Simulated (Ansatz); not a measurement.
Ca (fcc (Cu type)), relaxed with LDA (Ansatz, a program for electronic structure, plane waves, PAW): a = b = c = 5.3360 Å, α = β = γ = 90.00°.

- B₀ by P(V) fit (GPa) = 19.1
- K_Hill (GPa) = 19.6
- G_Hill (GPa) = 9.1
- Θ_D (K) = 225

Question: The same phase is relaxed and computed with PBEsol in the same code. What are the cell and these values now?

Answer: a = b = c = 5.4545 Å, α = β = γ = 90.00°.

* **B₀ by P(V) fit (GPa)**: 17.9
* **K_Hill (GPa)**: 18.1
* **G_Hill (GPa)**: 9.0
* **Θ_D (K)**: 227

All cells were relaxed under the symmetry of their starts (and spin orders); stability against distortions was not tested throughout.

Potentials: the earlier of the program's two PAW sets.

Ansatz is a plane-wave DFT program.
